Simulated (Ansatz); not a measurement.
Ansatz (a quantum-chemistry and plane-wave program) input:

Ansatz 0.2 input:
```yaml
crystal:
  lattice:
    - [0.0, 5.5007607796, -5.5078519706]
    - [0.0, 5.5007607796, 5.5078519706]
    - [5.6855323254, 0.0, 0.0]
  atoms:
    - { symbol: Cs, position: [0.4861456677, 0.5138543323, 0.5] }
    - { symbol: Cs, position: [0.0165075709, 0.9834924291, 0.5] }
    - { symbol: Pb, position: [0.9897686917, 0.5044095374, 0.0] }
    - { symbol: Pb, position: [0.4955904626, 0.0102313083, 0.0] }
    - { symbol: Cl, position: [0.1808587497, 0.1940854263, 0.0] }
    - { symbol: Cl, position: [0.8059145737, 0.8191412503, 0.0] }
    - { symbol: Cl, position: [0.4890646178, 0.0024450914, 0.5] }
    - { symbol: Cl, position: [0.9975549086, 0.5109353822, 0.5] }
    - { symbol: Cl, position: [0.2961335673, 0.7038664327, 0.0] }
    - { symbol: Cl, position: [0.6704411902, 0.3295588098, 0.0] }
kpoints:
  mp_grid: { grid: [2, 2, 3] }
hamiltonian:
  xc: hse06
  pseudopotentials: { kind: paw }
scf:
  n_extra_bands: 10
  occupations: { method: fixed }
output:
  eigenvalues: true
  eigenstates:
    e_range: [-9.0, 11.2]
    kpoints:
      - [0.0, 0.0, 0.5]  # VBM
      - [0.0, 0.0, 0.5]  # CBM
```

Output (shortened):

```
Pseudopotential: Cs, paw, valence charge 9
Pseudopotential: Pb, paw, valence charge 14
Pseudopotential: Cl, paw, valence charge 7
Functional definition: HSE06
davidson cushion auto → on  (no smearing: the cushion is to keep the highest requested band from converging to the state above it …
Crystal: 10 atoms, lattice volume = 344.513 Å³
Basis set: ecut = 420 eV, 6723 PW (Γ)
Bands: 54, of which v1, the nominal top of the filled ones, is band 44 counted from 1 (43 counted from 0)
Symmetry: 4 space group operations
Space group: Amm2 (ITA 38), of the structure as read, at distance tolerance 7.0e-5 Å
k-points: 6 of 12
SCF iter   1: F=—  HF=-41646.695863 eV  |F-HF|=—  |Δ(HF+E_count)|=         —  Δρ=1.10e-3  dr2=3.97e-3  ethr=1.77e-3  ⟨swp⟩=16.2  Hψ=1617  notcnv=0
preconditioner: auto → none
SCF iter   2: F=-41646.700115 eV  HF=-41646.700279 eV  |F-HF|=1.64e-4  |Δ(HF+E_count)|=   4.42e-3  Δρ=4.50e-4  dr2=5.70e-4  ethr=4.51e-6  ⟨swp⟩=8.5  Hψ=1396  notcnv=0  defer=7
SCF 1 stopped early in 2 iterations: F = -41646.700115 eV  dr2 = 5.70e-4
Crystal: 10 atoms, lattice volume = 344.513 Å³
Exchange kernel: α = 0.2500, screened, ω = 0.2079 Å⁻¹, Wigner–Seitz truncation, v(0) = 1034.6083 eV·Å³, q-mesh 2×2×3, nearest image of the exchange supercell L …
Frozen-core exchange: fock
SCF iter   1: F=—  HF=-41668.101861 eV  |F-HF|=—  |Δ(HF+E_count)|=         —  Δρ=3.89e-3  dr2=4.67e-2  ethr=6.47e-6  ⟨swp⟩=9.8  Hψ=1679  notcnv=0
preconditioner: auto → none
SCF iter   2: F=—  HF=-41668.086090 eV  |F-HF|=—  |Δ(HF+E_count)|=   1.58e-2  Δρ=1.51e-3  dr2=6.37e-3  ethr=6.47e-6  ⟨swp⟩=4.0  Hψ=1045  notcnv=0
SCF iter   3: F=—  HF=-41668.099480 eV  |F-HF|=—  |Δ(HF+E_count)|=   1.34e-2  Δρ=6.11e-4  dr2=1.55e-3  ethr=5.35e-6  ⟨swp⟩=3.8  Hψ=799  notcnv=0
iter 4 solved again at ethr=1.60e-8 eV; its pass at ethr=1.65e-6 eV (dr2=1.41e-5 eV) is discarded
SCF iter   4: F=—  HF=-41668.099008 eV  |F-HF|=—  |Δ(HF+E_count)|=   4.73e-4  Δρ=8.34e-5  dr2=3.13e-5  ethr=1.60e-8  ⟨swp⟩=5.5  Hψ=2005  notcnv=0
SCF iter   5: F=—  HF=-41668.099143 eV  |F-HF|=—  |Δ(HF+E_count)|=   1.35e-4  Δρ=5.03e-5  dr2=1.63e-5  ethr=1.60e-8  ⟨swp⟩=6.0  Hψ=1147  notcnv=0  defer=1
SCF iter   6: F=-41668.099137 eV  HF=-41668.099139 eV  |F-HF|=1.46e-6  |Δ(HF+E_count)|=   4.12e-6  Δρ=1.50e-5  dr2=2.27e-6  ethr=1.60e-8  ⟨swp⟩=4.0  Hψ=962  notcnv=0
SCF 2 stopped early in 6 iterations: F = -41668.099137 eV  dr2 = 2.27e-6
hybrid outer 1: dexx = +1.603e-2 eV, tail = 3.50e-5 eV
Crystal: 10 atoms, lattice volume = 344.513 Å³
Exchange kernel: α = 0.2500, screened, ω = 0.2079 Å⁻¹, Wigner–Seitz truncation, v(0) = 1034.6083 eV·Å³, q-mesh 2×2×3, nearest image of the exchange supercell L …
Frozen-core exchange: fock
SCF iter   1: F=—  HF=-41668.098908 eV  |F-HF|=—  |Δ(HF+E_count)|=         —  Δρ=1.82e-5  dr2=6.83e-7  ethr=1.99e-7  ⟨swp⟩=4.7  Hψ=759  notcnv=0
preconditioner: auto → none
SCF iter   2: F=—  HF=-41668.098909 eV  |F-HF|=—  |Δ(HF+E_count)|=   4.92e-7  Δρ=8.97e-6  dr2=1.32e-7  ethr=7.24e-10  ⟨swp⟩=5.7  Hψ=1280  notcnv=0
SCF iter   3: F=-41668.098909 eV  HF=-41668.098909 eV  |F-HF|=1.98e-8  |Δ(HF+E_count)|=   1.72e-8  Δρ=2.09e-6  dr2=6.95e-8  ethr=9.79e-11  ⟨swp⟩=4.0  Hψ=976  notcnv=0
SCF 3 converged in 3 iterations: F = -41668.098909 eV  dr2 = 6.95e-8
hybrid outer 2: dexx = +3.453e-7 eV, tail = 1.49e-7 eV, Δε = 2.19e-3 eV (about 1.73e-4 eV left of the loop's levels)
the search or the solves at the SCF's close seem to have found levels that the self-consistency loop had missed (the run counts 1) …
NSCF: frozen V_eff on 2 k-points
hybrid SCF converged: 2 outer / 9 inner (+2 warm-up), last move |dexx| = 3.45e-7 eV, tail = 1.49e-7 eV
Stability not checked (fock_operator)
Free energy (F): -41668.098909 eV
Frozen-core exchange: fock
Harris-Foulkes:  -41668.098909 eV  (|F-HF|=1.98e-8)
Internal energy: -41668.098909 eV  (E = F + TS)
E sigma→0 (E₀):  -41668.098909 eV
Fermi energy:    3.014562 eV
--- Per-component energies (eV) ---
  E_band       = -582.914802
  E_kinetic    = 1825.021106
  E_local      = -5170.979488  (includes V_loc(G=0)·N_el)
  E_nonlocal   = 930.707762
  E_hartree    = 1950.467408
  E_xc         = -1150.309855
  E_vxc        = -1002.030487  (∫ρ·V_xc dr)
  E_exx        = -186.940729  (= α·E_x^exact, valence–valence)
  E_paw        = -35016.767789  (= ΣΔE_a)
  E_vpaw       = -692.689010  (= ΣTr[D̂ρ^β])
  E_aug_tail   = 0.000643  (compensation charges beyond the density's cutoff)
  E_ewald      = -4848.977290
  E_core_change = -0.320678  (= ΣΔE_core)
  E_smearing   =  0.000000  (= −TS)
  E_closure    =  0.000000  (closes the sum)
  Σ components = -41668.098909   (vs F -41668.098909, Δ=0.00e0)
  [band-id]    e_kinetic+e_local+e_nonlocal+2·e_hartree+e_vxc+2·e_exx+e_vpaw+e_augmentation_tail = -582.916115   (vs E_band -582.914802, Δ=-1.31e-3)
--- Band table (eV; the first three rows and the last of 6) ---
  k-point 0: bands = ["-18.9084", "-18.8754", "-14.8185", "-14.8162", "-14.7718", "-14.6526", "-14.5805", "-14.5794", "-14.5781", "-14.5775", "-14.5762", "-14.5758", "-13.0139", "-12.5952", "-12.5729", "-12.5253", "-12.2238", "-12.1804", "-5.1550", "-4.8317", …
  k-point 1: bands = ["-18.9049", "-18.8721", "-14.8177", "-14.7448", "-14.6845", "-14.6526", "-14.5808", "-14.5806", "-14.5794", "-14.5788", "-14.5775", "-14.5757", "-12.8929", "-12.6221", "-12.5890", "-12.5660", "-12.4848", "-12.1939", "-5.7279", "-4.8631", …
  k-point 2: bands = ["-18.9078", "-18.8755", "-14.7948", "-14.7934", "-14.7422", "-14.7386", "-14.5785", "-14.5785", "-14.5783", "-14.5780", "-14.5771", "-14.5771", "-12.8804", "-12.8745", "-12.3861", "-12.3769", "-12.3044", "-12.2939", "-4.8320", "-4.8048", …
  k-point 5: bands = ["-18.9042", "-18.8721", "-14.7786", "-14.7760", "-14.6759", "-14.6750", "-14.5808", "-14.5792", "-14.5789", "-14.5784", "-14.5779", "-14.5774", "-12.7106", "-12.7048", "-12.6278", "-12.6049", "-12.3745", "-12.3594", "-5.0800", "-5.0733", …
```

Cost: around 4 core-minutes (rough) on shared cores.

The points marked VBM and CBM come from a semilocal run.

The first step of the workflow began from a Materials Project structure, measured or hypothetical; the Crystallography Open Database copy checked does not list it. COD files the formula under space group No. 221. Whether it is the stable phase at ambient conditions was not checked. The PBEsol relaxation kept the symmetry of its start; its stability against distortions is not shown here. Scalar-relativistic: spin–orbit coupling is off unless named, which matters more the heavier the elements.

Potentials: the later of the program's two PAW sets.

Ansatz is a plane-wave DFT program.
